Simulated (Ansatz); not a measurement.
**Cold compression of Ti (sc type)**

```
CELL_PARAMETERS angstrom
2.55008 0.00000 0.00000
0.00000 2.55008 0.00000
0.00000 0.00000 2.55008
ATOMIC_POSITIONS crystal
Ti 0.00000 0.00000 0.00000
```

The cell comes from a relaxation on PAW files under the same functional, begun from a prototype that needn't be the stable phase.

Its volume is scaled at fixed shape and fractional positions.

All numbers are LDA results (scalar-relativistic) from Ansatz 0.2.0, with a Γ-centred 15×15×15 k mesh, Fermi–Dirac smearing of 0.05 eV, no spin polarisation. Methods: LAPW: all electrons, basis error target 1 meV/atom; PAW: frozen-core files, cutoff 420 eV; crystal datasets: all electrons, by PAW datasets that the program makes for each cell; norm-conserving: pseudopotentials, cutoff 1143 eV; PAW (cutoff 800 eV): frozen-core files, cutoff 800 eV.

Energies are extrapolated to zero smearing and count from the unscaled cell; pressure is positive in compression; gaps take the mesh and a band path. No temperature or zero-point motion is included.

The PAW files were made under PBE. The structure type is held throughout; the real material can change phase at far lower pressure.

| V/V0 | V (Å³/atom) | P LAPW (GPa) | ΔE LAPW (eV/atom) | P PAW − LAPW (GPa) | ΔE PAW − LAPW (meV/atom) |
| --- | --- | --- | --- | --- | --- |
| 1.00 | 16.58 | 0.01 | 0.000 | 0.01 | 0.0 |
| 0.95 | 15.75 | ? | ? | ? | ? |
| 0.85 | 14.10 | 19.93 | 0.134 | -0.01 | 0.0 |
| 0.75 | 12.44 | 44.9 | 0.458 | -0.02 | -0.2 |
| 0.65 | 10.78 | 85.7 | 1.115 | -0.08 | -0.6 |
| 0.55 | 9.12 | 162.4 | 2.346 | -0.67 | -3.6 |
| 0.45 | 7.46 | 330.5 | 4.779 | -2.56 | -18.6 |
| 0.40 | 6.63 | 486.4 | 6.874 | -4.82 | -37.2 |

Problem. Fit the Vinet equation to the LAPW pressures shown (residuals weighted by 1/(|P| + 0.03·Pmax)), and predict the pressure of the withheld row.

Solution. The fit gives V0 = 16.62 Å³/atom, B0 = 80.2 GPa and B0′ = 4.52. At 15.75 Å³/atom, x = (V/V0)^(1/3) = 0.9823, and P = 3·B0·(1 − x)/x²·exp[1.5·(B0′ − 1)·(1 − x)] = 4.84 GPa. The run itself gave 5.13 GPa (-5.7 % off) and ΔE = 0.012 eV/atom.

Problem. At the smallest volume, how far do crystal datasets and norm-conserving and PAW (cutoff 800 eV) lie from LAPW in pressure?

Solution. crystal datasets: 0.00 GPa; norm-conserving: -6.38 GPa; PAW (cutoff 800 eV): -5.63 GPa, on a LAPW pressure of 486.4 GPa.

Problem. How do the Löwdin populations by LAPW change from the unscaled cell to the last row?

Solution. Ti 3s 1.95 → 1.78, Ti 4s 0.79 → 0.41, Ti 3p 5.97 → 5.81, Ti 3d 3.18 → 3.96 electrons an atom. These are projections on the shells that the free atoms fill; 0.10 e a cell lies outside them at the start and 0.05 e at the end.
